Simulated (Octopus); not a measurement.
**AlN (P63mc, No. 186): conduction levels under hydrostatic strain**

AlN (P63mc, No. 186):
```
CELL_PARAMETERS angstrom
      3.12859     0.00000     0.00000
     -1.56429     2.70944     0.00000
      0.00000     0.00000     5.01696
ATOMIC_POSITIONS crystal
  Al 0.66667 0.33333 0.49929
  Al 0.33333 0.66667 0.99929
  N  0.66667 0.33333 0.88071
  N  0.33333 0.66667 0.38071
```
The cell is a database entry, not relaxed again.

Computed with Octopus (real-space grid): LDA, grid spacing about 0.16 Å, Γ-centred 6×6×4 k-mesh, Fermi-Dirac smearing of 0.01 eV, no spin polarisation, PseudoDojo 0.4 LDA potentials. The cell is scaled uniformly. Fractional coordinates stay fixed. Energies of the lowest empty band count from each cell's highest valence level among the special points, at Γ; they are Kohn-Sham values at fixed points of the zone.

```tsv
scale of the cell	ln(V/V₀)	Γ (eV)	K (eV)	L (eV)
0.955	-0.1381	5.361	4.979	5.629
0.965	-0.1069	5.065	4.970	5.524
0.975	-0.0760	4.777	4.960	5.419
0.985	-0.0453	?	?	?
0.995	-0.0150	4.226	4.937	5.213
1.000	0.0000	4.093	4.931	5.161
1.010	0.0299	3.833	4.917	5.060
```

V₀ is the volume of the database cell.

Problem. Fit each column by a quadratic in ln V through the rows shown. Give the volume deformation potentials dE/d ln V at the withheld row, and predict that row.

Solution. Fits: Γ: 4.093 −8.80 x +2.8 x²; K: 4.931 −0.44 x −0.7 x²; L: 5.161 −3.40 x −0.1 x², with x = ln(V/V₀). At x = -0.0453 the slopes are −9.0 eV (Γ), −0.4 eV (K), −3.4 eV (L). Predicted against computed: 4.497 against 4.497 eV, 4.949 against 4.949 eV, 5.316 against 5.316 eV.

The lowest of these levels changes from K to Γ between the rows 0.965 and 0.975.
